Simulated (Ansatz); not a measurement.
Total density of states per atom from DFT-PBEsol in the program Ansatz with PAW potentials, in 0.25 eV bins, energy from the Fermi level:

(E (eV), states/eV/atom): (-7.85, 0.38); (-7.60, 0.40); (-7.35, 0.40); (-7.10, 0.30); (-6.85, 0.26); (-6.60, 0.57); (-6.35, 1.13); (-6.10, 2.33); (-5.85, 1.34); (-5.60, 0.79); (-5.35, 0.55); (-5.10, 0.43); (-4.85, 0.35); (-4.60, 0.29); (-4.35, 0.25); (-4.10, 0.21); (-3.85, 0.18); (-3.60, 0.15); (-3.35, 0.12); (-3.10, 0.14); (-2.85, 0.17); (-2.60, 0.25); (-2.35, 0.30); (-2.10, 0.29); (-1.85, 0.30); (-1.60, 0.32); (-1.35, 0.33); (-1.10, 0.34); (-0.85, 0.36); (-0.60, 0.39); (-0.35, 0.42); (-0.10, 0.49); (0.15, 0.53); (0.40, 0.48); (0.65, 0.67); (0.90, 0.82); (1.15, 0.88); (1.40, 0.78); (1.65, 0.65); (1.90, 0.73); (2.15, 0.98); (2.40, 1.62); (2.65, 0.59); (2.90, 0.26); (3.15, 0.26); (3.40, 0.27); (3.65, 0.28); (3.90, 0.28); (4.15, 0.27); (4.40, 0.27); (4.65, 0.26)

### Question
Pick the material that matches.
A) C, P6_3/mmc (C on 4f, C on 4f, C on 4e)
B) WC, rock salt
C) AlNi, CsCl type
D) MgSe, rock salt

### Answer
B, WC, rock salt. Within 0.5 eV of the Fermi level: W 5d 77 %, C 2p 18 %. Projections are on Löwdin-orthogonalised atomic valence shells; empty p or d shells of many metals are not among them.

Space group Fm-3m (rock salt). The workflow started from a Materials Project entry (that database holds measured and hypothetical structures alike); the Crystallography Open Database copy checked does not list it. It is not the phase usual at ambient conditions (space group No. 187). Symmetry was held in the PBEsol relaxation; of distortions, only those at the zone centre were tested. The run is not spin-polarised. Its formation energy is positive at this level, so the cell may be metastable or incomplete. Spin–orbit coupling is left out wherever it is not named.

Potentials: the later of the program's two PAW sets.
